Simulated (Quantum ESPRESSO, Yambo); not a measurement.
KOH (space group Cmc2_1, No. 36): one geometry, one set of PBEsol (Quantum ESPRESSO, PseudoDojo norm-conserving, 84 Ry, without SOC) orbitals, self-energies from Yambo (4×4×4 Γ-centred k mesh, 117 bands and a 7 Ry block in the screening, 117 bands in G with the Bruneval-Gonze terminator, plasmon pole fitted at 27.2 eV).

```tsv
level	gap (-0.5, -0.5, 0) → Γ (eV)	direct gap at Γ (eV)
PBEsol (Quantum ESPRESSO)	3.86	3.88
exchange only (Hartree-Fock self-energy on PBEsol orbitals)	(withheld)	(withheld)
static COHSEX@PBEsol	7.51	7.54
G0W0@PBEsol, plasmon pole	(withheld)	(withheld)
```

**Question.** Fill in the missing entries.

**Answer.** 
- exchange only (Hartree-Fock self-energy on PBEsol orbitals), gap (-0.5, -0.5, 0) → Γ (eV): 14.00
- exchange only (Hartree-Fock self-energy on PBEsol orbitals), direct gap at Γ (eV): 14.02
- G0W0@PBEsol, plasmon pole, gap (-0.5, -0.5, 0) → Γ (eV): 6.37
- G0W0@PBEsol, plasmon pole, direct gap at Γ (eV): 6.41

Bare exchange has no screening and gives the widest gap; static COHSEX screens it but leaves out the frequency dependence, which G0W0 restores.

Nearest settings tried, and what they do to the gap: 76 bands in W, 76 bands in G: +29 meV; 1 Ry block (13 vectors against 173): +726 meV. Not varied: mesh. So the settings aren't converged at that level.

Geometry of the Materials Project entry, not relaxed at this level; primitive cell a = 5.5393 Å, b = 5.5393 Å, c = 3.9730 Å, α = 90.00°, β = 90.00°, γ = 138.58°.

The structure is a Materials Project entry; no match was found in the copy of COD used, and its stability was not checked.
